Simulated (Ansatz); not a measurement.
SnS$_{2}$:
```
SnS2
1.0
   -2.89176     2.89176     4.97639
    2.89176    -2.89176     4.97639
    2.89176     2.89176    -4.97639
Sn S
2 4
Direct
  0.75000   0.25000   0.50000
  0.00000   0.00000   0.00000
  0.87500   0.86972   0.49472
  0.13028   0.62500   0.00528
  0.37500   0.38028   0.50528
  0.61972   0.12500   0.99472
```

Cartesian axes are those of the cell as given.

**Question.** Give the high-frequency dielectric tensor and the Born effective charge tensors of the independent atoms from DFPT, PBEsol in the plane-wave PAW code Ansatz.

**Answer.** 
ε∞:
```
5.74  0.00  0.00
0.00  5.74  0.00
0.00  0.00  6.23
```
Z* of atom 1 (Sn), rows: field, columns: displacement, in e:
```
 2.99   1.12   0.00
-1.12   2.99   0.00
 0.00   0.00   3.46
```
Z* of atom 3 (S), rows: field, columns: displacement, in e:
```
-0.99   0.00   0.00
 0.00  -1.99   0.77
 0.00   0.82  -1.73
```

Space group I-42d. The first step of the workflow began from a Materials Project structure, measured or hypothetical; the Crystallography Open Database copy checked does not list it. It is not the phase usual at ambient conditions (space group No. 164). Symmetry was held in the PBEsol relaxation; whether a distortion lowers the energy is not shown. Spin–orbit coupling is left out wherever it is not named.

Potentials: the later of the program's two PAW sets.
